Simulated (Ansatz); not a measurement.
BRh (CsCl type, Pm-3m) at seven volumes, plane-wave PAW PBE (Ansatz code), scaled uniformly. One row is withheld.

```json
[
 {"V (Å³/atom)": "9.008", "P (GPa)": "34.65"},
 {"V (Å³/atom)": "9.305", "P (GPa)": "21.09"},
 {"V (Å³/atom)": "9.602", "P (GPa)": "?"},
 {"V (Å³/atom)": "9.899", "P (GPa)": "0.01"},
 {"V (Å³/atom)": "10.196", "P (GPa)": "-8.09"},
 {"V (Å³/atom)": "10.493", "P (GPa)": "-14.92"},
 {"V (Å³/atom)": "10.790", "P (GPa)": "-20.67"}
]
```

Q: Fit the shown pressures and predict the withheld one.

A: P = (3/2)B₀(x^(7/2) − x^(5/2))[1 + (3/4)(B′ − 4)(x − 1)] with x = (V₀/V)^(2/3). Least squares on the six rows gives V₀ = 9.900 Å³/atom, B₀ = 294 GPa, B′ = 4.71. At V = 9.602, x = 1.0206 and P = 9.66 GPa. The run itself gave 9.65 GPa.

A made-up cell: these elements were put on the sites of a structure type; neither database checked (COD, Materials Project) lists it. Whether it is the stable phase at ambient conditions was not checked. Symmetry was held in the PBE relaxation; its stability against distortions is not shown here. No spin polarisation was allowed.

Potentials: the earlier of the program's two PAW sets.
